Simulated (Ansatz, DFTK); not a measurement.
Given: the input of a run of DFTK 0.8.2 on GaGe3. The cell comes from a database or a generator and needn't be the stable form of this composition.

Contents of run.jl:

```julia
using DFTK
using PseudoPotentialData
using Unitful, UnitfulAtomic
using LinearAlgebra, Printf
include("save.jl")
disable_threading()

# lattice vectors are the columns
lattice = austrip(1u"Å") * [           0.0       3.387167       3.387167;
                 3.387167            0.0       3.387167;
                 3.387167       3.387167            0.0]
symbols   = [:Ge, :Ge, :Ge, :Ga]
positions = [[0.5, 0.5, 0.5],
             [0.75, 0.75, 0.75],
             [0.25, 0.25, 0.25],
             [0.0, 0.0, 0.0]]
pseudopotentials = PseudoFamily("dojo.nc.sr.pbe.v0_4_1.standard.upf")
elements = Dict(s => ElementPsp(s, pseudopotentials) for s in unique(symbols))
atoms    = [elements[s] for s in symbols]

build_model(lattice, positions; symmetries=true) =
    model_DFT(lattice, atoms, positions;
              functionals=PBE(),
              temperature=austrip(0.05u"eV"),
              smearing=Smearing.FermiDirac(),
              symmetries)
Ecut  = 40.0  # hartree
kgrid = [7, 7, 7]
tol   = 1e-6
to_GPa = ustrip(uconvert(u"GPa", 1u"hartree/bohr^3"))

model = build_model(lattice, positions)
basis = PlaneWaveBasis(model; Ecut, kgrid)
display(basis)
scfres = self_consistent_field(basis;
                               tol,
                               nbandsalg=AdaptiveBands(model; n_bands_converge=35))
display(scfres.energies)
@printf "Fermi level: %.6f eV\n" ustrip(auconvert(u"eV", something(scfres.εF, NaN)))
forces = compute_forces_cart(scfres)
println("Forces (eV/Å)")
for (s, f) in zip(symbols, forces)
    @printf "%-3s %12.6f %12.6f %12.6f\n" s ustrip.(auconvert.(u"eV/Å", f))...
end
stress = compute_stresses_cart(scfres)
println("Stress (GPa)")
display(round.(stress * to_GPa; digits=4))
println("Levels at the first k-point (eV): ", round.(ustrip.(auconvert.(u"eV", scfres.eigenvalues[1])); digits=4))
save_scf!(scfres; forces, stress)
```

Potentials or basis: dojo.nc.sr.pbe.v0_4_1.standard.upf (PBE).

Run with:

```bash
$ julia --threads=1 run.jl  # save.jl only writes the numbers to a file and isn't shown; printed stress counts tension as positive; times include loading and compiling
```

Question: What does the same run look like in Ansatz 0.2.0? Potentials or basis there: Ansatz PAW, cutoff 420 eV.

Answer: As run (cutoffs and basis follow the program's own potentials, and thresholds, step limits or extra output files can differ):

Contents of input.yaml:

```yaml
crystal:
  lattice:
    - [0.0, 3.387167, 3.387167]
    - [3.387167, 0.0, 3.387167]
    - [3.387167, 3.387167, 0.0]
  atoms:
    - { symbol: Ge, position: [0.5, 0.5, 0.5] }
    - { symbol: Ge, position: [0.75, 0.75, 0.75] }
    - { symbol: Ge, position: [0.25, 0.25, 0.25] }
    - { symbol: Ga, position: [0.0, 0.0, 0.0] }
hamiltonian:
  xc: pbe
  pseudopotentials: { kind: paw }
kpoints:
  mp_grid: { grid: [7, 7, 7] }
scf:
  occupations: { method: fermi_dirac, width: 0.05 }
output:
  forces: true
  stress: true
  eigenvalues: true
  write_density: true
  write_potential: true
  elf: true
  volumetric_format: npy
```

Potentials or basis: Ansatz PAW.

The run is started by

```sh
$ ansatz run input.yaml --threads 2 --pin off --max-ram 5120MiB --backend cpu --events-out ev --progress --plain --runs-dir out
```

Both were run:

|  | DFTK | Ansatz |
| --- | --- | --- |
| Pressure | -0.5 GPa | -0.5 GPa |

Ansatz's pressure holds a Pulay term of +0.04 GPa for its cutoff of 420 eV, which the other run lacks.

Where Ansatz's input types no cutoff or centring, it takes its own default and a Γ-centred mesh.

Pressure is positive in compression.
